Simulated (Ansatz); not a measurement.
SrTiO₃:
```yaml
crystal:
  lattice:
    - [3.89143, 0.00000, 0.00000]
    - [0.00000, 3.89143, 0.00000]
    - [0.00000, 0.00000, 3.89143]
  atoms:
    - { symbol: Sr, position: [0.00000, 0.00000, 0.00000] }
    - { symbol: Ti, position: [0.50000, 0.50000, 0.50000] }
    - { symbol: O, position: [0.50000, 0.00000, 0.50000] }
    - { symbol: O, position: [0.00000, 0.50000, 0.50000] }
    - { symbol: O, position: [0.50000, 0.50000, 0.00000] }
```

Relaxed with PBEsol. Special points in fractions of this cell's reciprocal vectors: Γ (0.000, 0.000, 0.000); X (0.000, 0.500, 0.000); M (0.500, 0.500, 0.000); R (0.500, 0.500, 0.500).

List the band energies nearest the valence-band maximum at these points for plane-wave PAW PBEsol (Ansatz code).

In eV from the valence-band maximum; about four levels below and three above (degenerate sets whole), none deeper than 8.9 eV; points with the same levels are listed once.

```tsv
k	below	above
Γ	-1.20 -1.20 -1.20 -0.33 -0.33 -0.33	1.86 1.86 1.86
X	-2.41 -2.41 -2.05 -0.72 -0.72	2.03 3.86 3.86
M	-1.72 -1.59 -1.59 -0.09	3.87 3.87 4.33
R	-3.80 -3.80 -3.80 0.00 0.00 0.00	4.56 4.56 4.56
```

Space group Pm-3m (cubic perovskite). The cell was relaxed with PBEsol under the symmetry of its start. At this level the phase is dynamically unstable (imaginary phonons). No spin polarisation was allowed. Spin–orbit coupling is left out wherever it is not named.

Potentials: the earlier of the program's two PAW sets. The files were generated under PBE; for other functionals the program regenerates the frozen cores, and for LDA and PBEsol the local potential too.
